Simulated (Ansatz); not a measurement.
KCl (rock salt, space group No. 225), the program Ansatz at the PBE level (PAW): ε∞ = 2.28, cell volume 64.97 Å³. Infrared-active transverse modes:

```tsv
ω_TO (cm⁻¹)	oscillator strength S_xx (e²/amu)
125.4	0.06864
```

Compute the static dielectric constant.

Each mode adds (4.921e7/V) S/ω²: 3.31. So ε0 = 5.59.

What LO frequency does the Lyddane–Sachs–Teller relation give?

ω_LO = ω_TO √(ε0/ε∞) = 196 cm⁻¹.

Space group Fm-3m (rock salt). Symmetry was held in the PBE relaxation; phonons on a q-mesh show no instability.

Potentials: the later of the program's two PAW sets.
